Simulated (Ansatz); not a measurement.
Space group P-3m1 (No. 164). a = 4.281 Å, b = 4.281 Å, c = 9.441 Å, α = 90.00°, β = 90.00°, γ = 120.00°
```tsv
atom	site	symmetry	x	y	z
Sr	2d	3m.	0.3333	0.6667	0.1882
Ge	2d	3m.	0.3333	0.6667	0.5514
As	1a	-3m.	0.0000	0.0000	0.0000
```

Equation of state of this Sr₂Ge₂As structure (not necessarily the ground state), with shape and atoms relaxed at each volume where symmetry leaves them free. It has no gap at any of these volumes. Theory: DFT PBE, scalar-relativistic, plane waves, PAW in Ansatz 0.2.0.

Plane waves to 420 eV, a k mesh through Γ of 12×12×4 on the computed 5-atom cell and Gaussian smearing (0.10 eV); no spin polarisation.

```csv
V (Å³/atom),E − E(largest V) (meV/atom),P (GPa)
26.378,28.20,5.49
27.278,2.53,3.72
28.177,-14.04,2.23
29.076,-22.97,1.01
29.976,-25.89,0.00
30.875,-23.39,-0.92
31.774,-15.85,-1.68
32.973,0.00,-2.45
```

**Question.** Fit a third-order Birch–Murnaghan equation, E = E0 + (9V0B0/16)·[(x − 1)³B0' + (x − 1)²(6 − 4x)] with x = (V0/V)^(2/3), to E(V).

**Answer.** V0 = 29.96 Å³/atom, B0 = 32 GPa, B0' = 4.3.

The cell was found from a structure generator's guess, not taken from experiment.
